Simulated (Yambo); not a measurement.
LiBH$_{4}$ (space group P6_3mc, No. 186), G0W0@PBEsol in Yambo with this input:

```
rim_cut
gw0
dyson
el_el_corr
HF_and_locXC
ppa
em1d
RandQpts= 1000000
RandGvec= 1 Ry
EXXRLvcs= 76 Ry
VXCRLvcs= 304 Ry
Chimod= "HARTREE"
% BndsRnXp
 3 | 199 |
%
NGsBlkXp= 8 Ry
% LongDrXp
 1.0 | 1.0 | 1.0 |
%
PPAPntXp= 27.2114 eV
% GbndRnge
 1 | 199 |
%
GTermKind= "BG"
DysSolver= "n"
ExtendOut
```

On a 3×3×2 mesh, with wavefunctions cut at 76 Ry, the gap (Γ → Γ) is 9.843 eV and the valence edge shifts by -2.036 eV.

Q: What happens with this change: 2 Ry block?

A: The gap falls by 0.455 eV, to 9.388 eV; the shift of the valence edge becomes -1.563 eV. Neither run is shown to be the converged limit. The mesh misses a band edge: along a dense path the PBEsol gap is 6.60 eV against 6.74 eV on the mesh.

Geometry of the Materials Project entry, not relaxed at this level; primitive cell a = b = 4.2028 Å, c = 7.4201 Å, α = β = 90.00°, γ = 120.00°.

The structure is a Materials Project entry; no match was found in the copy of COD used, and its stability was not checked.

A shift is the quasiparticle energy of the state minus its PBEsol energy.
